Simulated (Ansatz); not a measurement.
Crystals of one structure type (zinc blende) and one family of elements, relaxed and computed with LDA (plane waves, PAW; program Ansatz).

| crystal | V (Å³/atom) | highest Γ mode, no LO–TO term (cm⁻¹) |
|---|---|---|
| ZnS | 18.58 | 291 |
| ZnSe | 21.57 | 218 |
| CdS | 23.84 | ? |
| CdSe | 27.10 | 175 |

**Question.** Fit a straight line to ln ω against ln V and predict the withheld value.

**Answer.** Least squares on the 3 shown rows: ln ω = -1.32 × ln V + (9.496), with a scatter of 4 %. For CdS this gives 202. The run itself gave 244, outside the scatter: the line misses something about this case.

All cells were relaxed under the symmetry of their starts (and spin orders); stability against distortions was not tested throughout. Spin–orbit coupling is left out wherever it is not named.

Potentials: the later of the program's two PAW sets.
